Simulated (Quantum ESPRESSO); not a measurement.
Mg3ClFSe2, convergence and cost over cutoff and k mesh

Simulated, not a measurement. The program is pw.x of Quantum ESPRESSO 7.5 (plane-wave density functional theory). The cell is made up: 7 atoms on a zincblende/diamond lattice with one site empty, with randomly drawn elements, strain and displacements, not relaxed. PseudoDojo standard norm-conserving files (v0.5 for PBE, v0.4.1 for LDA and PBEsol) set the functional; there is no spin polarisation, spin-orbit coupling or dispersion term, and the masses in the input are unused placeholders.

Input of the run in row 4:

```
&control calculation='scf', pseudo_dir='./dojo.nc.sr.pbe.v0_5.standard.upf', outdir='./o', disk_io='medium', tprnfor=.true., tstress=.true. /
&system ibrav=0, nat=7, ntyp=4, nbnd=44, ecutwfc=85.99341389, nosym=.true., tot_charge=0,
 occupations='smearing', smearing='fd', degauss=0.0018374661
/
&electrons conv_thr=7.350e-09, electron_maxstep=60, /
ATOMIC_SPECIES
Cl 1.0 Cl.upf
F 1.0 F.upf
Mg 1.0 Mg.upf
Se 1.0 Se.upf
CELL_PARAMETERS angstrom
5.3835 0.0107 -0.0525
0.0107 5.347 -0.0097
-0.0525 -0.0097 5.3748
ATOMIC_POSITIONS angstrom
Mg -0.0362 0.0402 -0.0743
Mg -0.0355 2.6836 2.6405
Mg 2.6379 0.0339 2.6255
Cl 1.2798 1.4123 1.3371
F 1.3541 4.0071 3.9961
Se 4.0648 1.2515 4.0502
Se 4.044 4.0745 1.3107
K_POINTS automatic
4 4 4 1 1 1
```

The same cell was run at these settings. Meshes are shifted by half a step, and differences are from the last row, which is itself not exact.

```
cutoff (eV)     k mesh  k points solved  threshold (eV)  free energy less the last row's (eV)  pressure (GPa)  largest stress difference (GPa)  largest force difference (eV/Å)  iterations  wall time (s)  k-point pools              processor
        819  2 x 2 x 2                4           1e-04                                 4.439          -31.45                            42.62                            0.015           7             29              1  AMD EPYC, Zen 5 class
       1170  2 x 2 x 2                4           1e-07                                 0.036           11.00                             0.25                            0.018          10             62              1  AMD EPYC, Zen 5 class
        603  4 x 4 x 4               32           1e-07                                91.548         -421.65                           432.90                            0.103          10            102              1  AMD EPYC, Zen 5 class
       1170  4 x 4 x 4               32           1e-07                                 0.003           10.89                             0.01                            0.004           9            300              1  AMD EPYC, Zen 5 class
       1467  6 x 6 x 6              108           1e-07                                 0.000           10.89                             0.00                            0.000           9           1705              1  AMD EPYC, Zen 5 class
```

Each pool is one process. Wall times include start-up and a band step at six k points, which weighs most on the coarsest meshes. The runs were on shared virtual cores whose load varied, so times are rough.